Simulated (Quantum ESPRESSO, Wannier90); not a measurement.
Tight-binding from DFT: InSb (zinc blende)

```
InSb
1.0
    0.00000     3.31661     3.31661
    3.31661     0.00000     3.31661
    3.31661     3.31661     0.00000
In Sb
1 1
Cartesian
  0.00000   0.00000   0.00000
 -1.65830  -1.65830  -1.65831
```

Materials Project entry mp-20012; symmetrised, unrelaxed at this level. COD (Crystallography Open Database) has an entry of this formula and space group (matched by these alone). Method: PBEsol plane waves in Quantum ESPRESSO 7.5 (PseudoDojo norm-conserving files, 64 Ry, no spin polarisation, no spin-orbit coupling), Bloch states on a 8×8×8 mesh through Γ, Wannier90 4.0.1. Density: 8×8×8 mesh, Gaussian smearing 0.01 Ry. Spin-orbit coupling is left out although heavy elements are present.

Base run: 8 functions from bands 11-25 of the 25 computed, start hydrogen-like In: s;p; Sb: s;p, centres 0.05 Å off the atoms, frozen window up to 1.50 eV relative to the Fermi level, outer window open. Rows change the key named; with other orbitals the number of functions and the frozen window follow, as listed; window edges are relative to the Fermi level. The misfit compares interpolated bands with pw.x on a high-symmetry path, for states up to 1.0 eV relative to the Fermi level. Converged means that the tolerances were met: symmetric starts can stop on a saddle, which shows as a larger Ω_OD at equal Ω_I and can move the misfit too.

| setting | functions | frozen to (eV) | Ω_I (Å²) | Ω_D (Å²) | Ω_OD (Å²) | rms misfit (meV) | worst (meV) | ended |
|---|---|---|---|---|---|---|---|---|
| base | 8 | 1.50 | 14.86 | 0.03 | 2.04 | 6.0 | 23 | converged |
| only the lowest 10 of the kept bands | 8 | 1.50 | 20.53 | 0.15 | 2.62 | 2.3 | 9.7 | converged |
| only the lowest 11 of the kept bands | 8 | 1.50 | 18.93 | 0.12 | 2.39 | 2.4 | 11 | converged |
| only the lowest 13 of the kept bands | 8 | 1.50 | 15.77 | 0.05 | 2.13 | 5.1 | 24 | converged |
| dis_mix_ratio = 1.0 | 8 | 1.50 | 14.86 | 0.03 | 2.01 | 5.6 | 23 | converged |
